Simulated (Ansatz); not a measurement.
Task: Each is relaxed and computed with PBE in the plane-wave PAW code Ansatz. Which is the only one with a gap?
A. GaP, rock salt
B. AlCrB, Cmcm (Al on 4c, B on 4c, Cr on 4c)
C. Al3GaN4, P3m1 (Pearson symbol hP8)
D. AlMo2C, P6_3/mmc (Al on 2d, Mo on 4f, C on 2a)

Result: C, Al3GaN4, P3m1 (Pearson symbol hP8). Al3GaN4: gap 3.17 eV (direct); GaP: metal; AlCrB: metal; AlMo2C: metal. Typed or built starts, not in the databases checked: Al3GaN4, P3m1 (Pearson symbol hP8); GaP, rock salt; AlCrB, Cmcm (Al on 4c, B on 4c, Cr on 4c); AlMo2C, P6_3/mmc (Al on 2d, Mo on 4f, C on 2a). Not the usual ambient phase: GaP, rock salt. Began spin-polarised and lost the moments: AlCrB, Cmcm (Al on 4c, B on 4c, Cr on 4c). All cells were relaxed under the symmetry of their starts (and spin orders); stability against distortions was not tested throughout. Rows with no word on spin ran without spin polarisation. Scalar-relativistic: spin–orbit coupling is off unless named, which matters more the heavier the elements.

Potentials: the earlier of the program's two PAW sets.
